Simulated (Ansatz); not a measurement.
A plane-wave DFT run in Ansatz 0.2.0 (scalar-relativistic PAW potentials unless the input names others): input and command.

```yaml
crystal:
  lattice:
    - [5.45687035, 0.0, 0.0]
    - [-2.72843518, 4.72578835, 0.0]
    - [0.0, 0.0, 46.16795544]
  atoms:
    - { symbol: Au, position: [0.6666666667, 0.3333333333, 0.3069866451] }
    - { symbol: Au, position: [0.3333333333, 0.6666666667, 0.4034933225] }
    - { symbol: Au, position: [0.0, 0.0, 0.5] }
    - { symbol: Au, position: [0.6666666667, 0.3333333333, 0.5965066775] }
    - { symbol: Au, position: [0.3333333333, 0.6666666667, 0.6930133549] }
basis:
  ecutwfc: 420
kpoints:
  mp_grid: { grid: [12, 12, 1] }
hamiltonian:
  xc: pbesol
scf:
  occupations: { method: gaussian, width: 0.1 }
  max_iter: 100
output:
  forces: true
  eigenvalues: true
efield:
  axis: 3
  dipole_correction: true
  ramp_width: 0.04
```

```bash
ansatz run input.yaml --threads 2 --pin off --max-ram 5632MiB --backend cpu --events-out ev --progress --plain --runs-dir out
```

Abridged log:
```
Pseudopotentials: kind: paw
Pseudopotential: Au, paw, valence charge 19, recommended cutoff 420 eV (normal)
Functional definition: PBEsol
Crystal: 5 atoms, lattice volume = 1190.580 Å³
Basis set: ecut = 420 eV, 23153 PW (Γ), exchange–correlation on 80×80×640 points (8 copies of the dense FFT grid, shifted against one another)
Bands: 57, of which v1, the nominal top of the filled ones, is band 48 counted from 1 (47 counted from 0)
Symmetry: 6 space group operations
k-points: 19 of 144 (time reversal used)
Initial density: superposition of atomic densities (neutral atoms: chi_scale 0, normalization atom), corrected by the library's trained network
Initial wavefunctions: pseudopotential atomic-orbital guess
Functional: x = pbesol(κ = 0.804, μ = 0.12345679), c = pbesol(β = 0.046)
SCF iter   1: F=—  HF=-65016.763346 eV  |F-HF|=—  |Δ(HF+E_count)|=         —  Δρ=6.46e-4  dr2=2.05e-2  ethr=1.77e-3  p=0.000 e·Å  D=1.00e-13 V/Å  ΔV_dip= 0.00 eV  dr2_dipole=1.36e-8  V_vac-E_F(+/−)=5.80/5.80 eV  ⟨swp⟩=8.9  Hψ=4081  notcnv=0  defer=26
efield: sawtooth ramp at fractional position 0.9800 (placed from the atoms, in the widest stretch of the axis that holds none; the zero of the levels goes with the place), width 0.0400; the density the first Hamiltonian is built on has a dipole p = 0.000 e·Å; the dipole correction subtracts the counter field D = 1.00e-13 V/Å, which shifts the + side's vacuum level by  0.00 eV against the − side's; the planar-averaged density in the ramp window peaks in size at 2.9e-6 e/Å³
SCF iter   2: F=—  HF=-65016.764642 eV  |F-HF|=—  |Δ(HF+E_count)|=   1.30e-3  Δρ=6.07e-4  dr2=3.83e-3  ethr=2.16e-5  p= 0.000 e·Å  D=-1.33e-6 V/Å  ΔV_dip=0.00 eV  dr2_dipole=8.44e-8  V_vac-E_F(+/−)=5.80/5.80 eV  ⟨swp⟩=2.0  Hψ=1916  notcnv=0  defer=36
SCF iter   3: F=—  HF=-65016.765485 eV  |F-HF|=—  |Δ(HF+E_count)|=   8.44e-4  Δρ=3.94e-4  dr2=3.21e-3  ethr=4.04e-6  p= 0.000 e·Å  D=-3.71e-7 V/Å  ΔV_dip=0.00 eV  dr2_dipole=3.59e-8  V_vac-E_F(+/−)=5.79/5.79 eV  ⟨swp⟩=2.0  Hψ=1974  notcnv=0  defer=36
SCF iter   4: F=—  HF=-65016.764914 eV  |F-HF|=—  |Δ(HF+E_count)|=   5.71e-4  Δρ=7.21e-5  dr2=1.47e-4  ethr=3.38e-6  p= 0.000 e·Å  D=-1.93e-7 V/Å  ΔV_dip=0.00 eV  dr2_dipole=4.60e-9  V_vac-E_F(+/−)=5.79/5.79 eV  ⟨swp⟩=2.1  Hψ=1580  notcnv=0  defer=36
SCF iter   5: F=—  HF=-65016.764947 eV  |F-HF|=—  |Δ(HF+E_count)|=   3.24e-5  Δρ=2.31e-5  dr2=1.75e-5  ethr=1.54e-7  p= 0.000 e·Å  D=-1.51e-7 V/Å  ΔV_dip=0.00 eV  dr2_dipole=1.85e-9  V_vac-E_F(+/−)=5.79/5.79 eV  ⟨swp⟩=2.8  Hψ=2097  notcnv=0  defer=36
SCF iter   6: F=—  HF=-65016.765200 eV  |F-HF|=—  |Δ(HF+E_count)|=   2.53e-4  Δρ=5.55e-6  dr2=1.49e-6  ethr=1.84e-8  p= 0.000 e·Å  D=-4.83e-8 V/Å  ΔV_dip=0.00 eV  dr2_dipole=4.54e-10  V_vac-E_F(+/−)=5.79/5.79 eV  ⟨swp⟩=2.1  Hψ=1478  notcnv=0  defer=36
SCF iter   7: F=—  HF=-65016.765202 eV  |F-HF|=—  |Δ(HF+E_count)|=   2.17e-6  Δρ=2.60e-6  dr2=1.15e-7  ethr=1.57e-9  p= 0.000 e·Å  D=-6.89e-8 V/Å  ΔV_dip=0.00 eV  dr2_dipole=2.34e-11  V_vac-E_F(+/−)=5.79/5.79 eV  ⟨swp⟩=2.0  Hψ=1608  notcnv=0  defer=36
SCF iter   8: F=-65016.765202 eV  HF=-65016.765202 eV  |F-HF|=5.26e-8  |Δ(HF+E_count)|=   8.94e-8  Δρ=6.41e-7  dr2=1.18e-8  ethr=1.05e-10  p= 0.000 e·Å  D=-4.10e-8 V/Å  ΔV_dip=0.00 eV  dr2_dipole=9.77e-12  V_vac-E_F(+/−)=5.79/5.79 eV  ⟨swp⟩=16.3  Hψ=5349  notcnv=0
SCF 1 converged in 8 iterations: F = -65016.765202 eV  dr2 = 1.18e-8
SCF converged after 8 iterations
Free energy (F): -65016.765202 eV
Harris-Foulkes:  -65016.765202 eV  (|F-HF|=5.26e-8)
Internal energy: -65016.656739 eV  (E = F + TS)
E sigma→0 (E₀):  -65016.710971 eV
Entropy (-TS):   -0.108463 eV (-21.693 meV/atom)
Fermi energy:    -4.007395 eV
Dipole field:    D = 0.000002 V/Å  (p = 0.000011 e·Å, saw-weighted, corrected)
Work function:   Φ+ = 5.7903 eV   Φ− = 5.7904 eV
Levels:          The Fermi level and band energies are counted from a zero that moves with the ramp; work functions are not
--- Forces (eV/Å), atoms counted from 1 ---
  atom   1  Au     0.00000000     0.00000000     0.08629488
  atom   2  Au     0.00000000     0.00000000     0.00290611
  atom   3  Au     0.00000000     0.00000000     0.00000017
  atom   4  Au     0.00000000     0.00000000    -0.00290623
  atom   5  Au     0.00000000     0.00000000    -0.08629501
```

Problem. The run was meant for a cell not far from equilibrium. Find the fault.

Solution. The fault is a lattice typed in bohr (lattice vectors times 1.890). The run converged all the same, with an energy at zero smearing 3574 meV/atom above the reference's, largest force 0.086 eV/Å, no gap on the mesh, so convergence alone doesn't show that an input is right. A reference run of the cell with lattice vectors 2.8877 0.0000 0.0000; -1.4438 2.5008 0.0000; 0.0000 0.0000 24.4310 Å and the atoms in their places converged with largest force 0.163 eV/Å, no gap on the mesh.

Spin-orbit coupling is left out, which matters for the bands of heavy elements.

It took 48 s on 2 threads of Arm Neoverse V1 (shared host), peak memory 1.6 GiB.
